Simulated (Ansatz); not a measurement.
CuAu (CuAu type, space group P4/mmm)

```cif
data_AuCu
_chemical_formula_sum 'Cu1 Au1'
_space_group_name_H-M_alt 'P4/mmm'
_space_group_IT_number 123
_space_group_name_Hall '-P 4 2'
_cell_length_a 2.88152
_cell_length_b 2.88152
_cell_length_c 3.61476
_cell_angle_alpha 90.000
_cell_angle_beta 90.000
_cell_angle_gamma 90.000
loop_
_atom_site_label
_atom_site_type_symbol
_atom_site_symmetry_multiplicity
_atom_site_Wyckoff_symbol
_atom_site_fract_x
_atom_site_fract_y
_atom_site_fract_z
_atom_site_occupancy
Cu1 Cu 1 d 0.50000 0.50000 0.50000 1
Au1 Au 1 a 0.00000 0.00000 0.00000 1
```

Two coordinates are scanned: the volume, and the ratio of the stretch along z (the conventional c axis) to the stretch across it. Atoms keep their fractional coordinates.

Calculation: PBE (plane waves to 420 eV, PAW, scalar-relativistic; Ansatz, an electronic-structure program). k mesh 16×16×13 (Γ-centred), Fermi-Dirac smearing 0.05 eV. Compression counts positive. With partly filled bands, the response to shear is sensitive to the k mesh, so small differences along c/a are uncertain. CuAu is run without spin polarisation. CuAu was relaxed with its symmetry unable to fall. Spin-orbit coupling is left out, though Au is heavy. 

Task: Estimate the P (GPa) for all points of the grid V/V₀ = 0.960, 0.980, 1.000, 1.020, 1.040 by (c/a)/(c/a)₀ = 0.960, 0.980, 1.000, 1.020, 1.040.

Result: P (GPa), with V/V₀ across and (c/a)/(c/a)₀ down:

| (c/a)/(c/a)₀ \ V/V₀ | 0.960 | 0.980 | 1.000 | 1.020 | 1.040 |
|---|---|---|---|---|---|
| 0.960 | 6.3 | 2.9 | -0.1 | -2.7 | -5.0 |
| 0.980 | 6.4 | 2.9 | -0.1 | -2.7 | -5.0 |
| 1.000 | 6.4 | 3.0 | 0.0 | -2.6 | -5.0 |
| 1.020 | 6.5 | 3.1 | 0.1 | -2.6 | -4.9 |
| 1.040 | 6.6 | 3.1 | 0.1 | -2.5 | -4.9 |

(A scan under strain: stresses follow from slopes of the energy per volume, elastic moduli from its curvatures.)
